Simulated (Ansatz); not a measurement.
Is this NaSr structure stable?

It was reached by relaxing an invented guess, and it needn't be the stable form of this composition.

Method: DFT PBE, scalar-relativistic, plane waves, PAW in Ansatz. The final run on the 2-atom cell used 420 eV, a Γ-centred 18×18×18 mesh, 0.10 eV smearing and no spin polarisation.

```yaml
crystal:
  lattice:
    - [2.07697, 1.19914, 6.50446]
    - [-2.07697, 1.19914, 6.50446]
    - [0.00000, -2.39828, 6.50446]
  atoms:
    - { symbol: Na, position: [0.00000, 0.00000, 0.00000] }
    - { symbol: Sr, position: [0.50000, 0.50000, 0.50000] }
```

Energies over the elements count from the elements' standard structures at the same level, with no fitted energy shifts.

Q: These tests were run: energy against the elements; elastic tensor. What do they show?

A:

```csv
test,result
energy against the elements,+0.07 eV/atom
elastic tensor,least eigenvalue 1 GPa
```

It fails one test: energy against the elements. It may still be a metastable minimum. Undecided within the accuracy: elastic tensor.

The run for the elastic tensor used an 18×18×18 k mesh and Fermi–Dirac smearing of 0.15 eV.
